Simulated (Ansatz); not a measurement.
input.yaml

```yaml
crystal:
  lattice:
    - [4.4032778256, 0.0, 0.0]
    - [0.0, 4.4032778256, 0.0]
    - [0.0, 0.0, 4.4032778256]
  atoms:
    - { symbol: Fe, position: [0.1368592065, 0.1368592065, 0.1368592065] }
    - { symbol: Fe, position: [0.3631407935, 0.8631407935, 0.6368592065] }
    - { symbol: Fe, position: [0.6368592065, 0.3631407935, 0.8631407935] }
    - { symbol: Fe, position: [0.8631407935, 0.6368592065, 0.3631407935] }
    - { symbol: Si, position: [0.8409915072, 0.8409915072, 0.8409915072] }
    - { symbol: Si, position: [0.6590084928, 0.1590084928, 0.3409915072] }
    - { symbol: Si, position: [0.3409915072, 0.6590084928, 0.1590084928] }
    - { symbol: Si, position: [0.1590084928, 0.3409915072, 0.6590084928] }
basis:
  ecutwfc: 420
kpoints:
  mp_grid: { grid: [8, 8, 8] }
hamiltonian:
  xc: pbesol
scf:
  occupations: { method: gaussian, width: 0.01 }
  n_extra_bands: 32
output:
  forces: false
  stress: false
  eigenvalues: true
  optics: { e_range: [0, 14], sigma: 0.1, nscf_kmesh: { grid: [12, 12, 12] } }
checkpoint:
  read: start.run
  write: ck
  compress: false
  write_wavefunctions: false
  write_every: 100000
```

Run as
```bash
ansatz run input.yaml --threads 2 --pin off --max-ram 5120MiB --backend cpu --events-out ev --progress --plain --runs-dir out
```

Level of theory: DFT PBEsol, scalar-relativistic, plane waves, PAW in Ansatz.

From the run's log, abridged (iterations and final results):

```
SCF iter   1: F=—  HF=-20286.510788 eV  |F-HF|=—  |Δ(HF+E_count)|=         —  Δρ=1.20e-5  dr2=6.17e-8  ethr=4.77e-7  ⟨swp⟩=4.7  Hψ=23436  notcnv=0
SCF iter   2: F=—  HF=-20286.510797 eV  |F-HF|=—  |Δ(HF+E_count)|=   8.58e-6  Δρ=6.07e-6  dr2=2.13e-8  ethr=7.72e-11  ⟨swp⟩=2.8  Hψ=5296  notcnv=0
SCF iter   3: F=—  HF=-20286.510797 eV  |F-HF|=—  |Δ(HF+E_count)|=   3.41e-9  Δρ=8.44e-7  dr2=5.27e-10  ethr=2.66e-11  ⟨swp⟩=1.0  Hψ=3240  notcnv=0
SCF iter   4: F=—  HF=-20286.510797 eV  |F-HF|=—  |Δ(HF+E_count)|=  5.82e-11  Δρ=3.70e-7  dr2=7.70e-11  ethr=1.00e-12  ⟨swp⟩=1.5  Hψ=3996  notcnv=0
SCF iter   5: F=-20286.510797 eV  HF=-20286.510797 eV  |F-HF|=1.09e-11  |Δ(HF+E_count)|=    0.00e0  Δρ=1.13e-7  dr2=8.29e-12  ethr=1.00e-12  ⟨swp⟩=1.0  Hψ=3240  notcnv=0
SCF iter   6: F=-20286.510797 eV  HF=-20286.510797 eV  |F-HF|=0.00e0  |Δ(HF+E_count)|=    0.00e0  Δρ=8.46e-9  dr2=3.70e-14  ethr=1.00e-12  ⟨swp⟩=1.2  Hψ=6711  notcnv=0
SCF 1 converged in 6 iterations: F = -20286.510797 eV  dr2 = 3.70e-14
SCF converged after 6 iterations
Free energy (F): -20286.510797 eV
Harris-Foulkes:  -20286.510797 eV  (|F-HF|=0.00e0)
Internal energy: -20286.510797 eV  (E = F + TS)
E sigma→0 (E₀):  -20286.510797 eV
Fermi energy:    17.232140 eV
--- Per-component energies (eV) ---
  E_band       = -759.393705
  E_kinetic    = 1620.072001
  E_local      = -10379.538895  (includes V_loc(G=0)·N_el)
  E_nonlocal   = 957.830922
  E_hartree    = 4525.064453
  E_xc         = -708.129884
  E_vxc        = -820.754604  (∫ρ·V_xc dr)
  E_paw        = -7327.074170  (= ΣΔE_a)
  E_vpaw       = -1187.135712  (= ΣTr[D̂ρ^β])
  E_aug_tail   = 0.003679  (compensation charges beyond the density's cutoff)
  E_ewald      = -8975.581952
  E_core_change = 0.843049  (= ΣΔE_core)
  E_smearing   =  0.000000  (= −TS)
--- Band table (eV; the first three rows and the last of 45) ---
  k-point 0: bands = ["-69.2355", "-69.2128", "-69.2128", "-69.2128", "-35.6899", "-35.6899", "-35.6899", "-35.6188", "-35.4077", "-35.4077", "-35.4077", "-35.3421", "-35.3421", "-35.3182", "-35.3182", "-35.3182", "3.6438", "9.1257", "9.1257", "9.1257", "11.9409", "11.9409", "11.9409", "13.5693", "13.5693", "13.5693", "14.0661", "14.2581", "14.2581", "14.5992", "14.5992", "14.5992", "15.1777", "15.1777", "15.1777", "16.8677", "16.8677", "16.8677", "17.1171", "17.1171", "17.8465", "17.8465", "17.8465", "20.3620", "20.3620", "20.3620", "20.9049", "20.9049", "21.6250", "21.6250", "21.6250", "22.8139", "24.0434", "24.0434", "24.0434", "25.8012", "25.8012", "25.8012", "27.5660", "28.0768", "28.07 ...
  k-point 1: bands = ["-69.2348", "-69.2154", "-69.2126", "-69.2111", "-35.6962", "-35.6907", "-35.6810", "-35.6208", "-35.4181", "-35.4103", "-35.3947", "-35.3417", "-35.3395", "-35.3213", "-35.3202", "-35.3161", "3.7636", "8.3533", "9.1940", "9.6999", "11.4620", "12.0166", "12.5175", "12.9622", "13.2897", "14.0076", "14.1850", "14.2743", "14.4115", "14.5730", "14.6334", "14.6417", "15.0283", "15.1553", "15.4079", "16.7117", "16.7503", "17.0450", "17.0789", "17.1144", "17.6288", "17.7961", "18.1507", "19.9410", "20.0612", "20.4693", "20.5110", "21.1310", "21.7460", "21.7942", "21.9304", "23.2242", "23.3262", "24.4464", "24.8714", "25.2953", "25.3354", "25.7620", "27.0537", "28.3162", "28.75 ...
  k-point 2: bands = ["-69.2329", "-69.2187", "-69.2120", "-69.2102", "-35.6996", "-35.6930", "-35.6701", "-35.6264", "-35.4250", "-35.4163", "-35.3801", "-35.3407", "-35.3334", "-35.3258", "-35.3249", "-35.3155", "4.1186", "7.3966", "9.3943", "10.1662", "11.1672", "12.1774", "12.4222", "12.8298", "13.1347", "13.7525", "14.3554", "14.4485", "14.6004", "14.6026", "14.6743", "14.7691", "15.0646", "15.1501", "15.5397", "16.3699", "16.6938", "16.9811", "17.1110", "17.1370", "17.4782", "17.6561", "18.5924", "19.6215", "19.6351", "20.0194", "20.4362", "21.4481", "21.9829", "21.9983", "22.5255", "23.3362", "23.7587", "24.1998", "24.4273", "24.7217", "25.6280", "26.7760", "27.2141", "28.2944", "29.3 ...
  k-point 44: bands = ["-69.2184", "-69.2184", "-69.2184", "-69.2184", "-35.6745", "-35.6745", "-35.6745", "-35.6745", "-35.4002", "-35.4002", "-35.4002", "-35.4002", "-35.3138", "-35.3138", "-35.3138", "-35.3138", "7.9053", "7.9053", "7.9053", "7.9053", "10.4914", "10.4914", "10.4914", "10.4914", "14.3190", "14.3190", "14.3190", "14.3190", "14.5415", "14.5415", "14.5415", "14.5415", "16.3773", "16.3773", "16.3773", "16.3773", "16.4652", "16.4652", "16.4652", "16.4652", "17.6537", "17.6537", "17.6537", "17.6537", "22.9678", "22.9678", "22.9678", "22.9678", "23.4759", "23.4759", "23.4759", "23.4759", "25.5122", "25.5122", "25.5122", "25.5122", "27.3211", "27.3211", "27.3211", "27.3211", "27.7 ...
```

The run converged.

The run took 5.6 min on 2 threads of Intel(R) Xeon(R) Platinum 8488C (Sapphire Rapids), with other jobs on the host, peak memory 3.2 GiB.

The run starts from the saved density of an earlier one, so iterations and time are fewer than from atoms.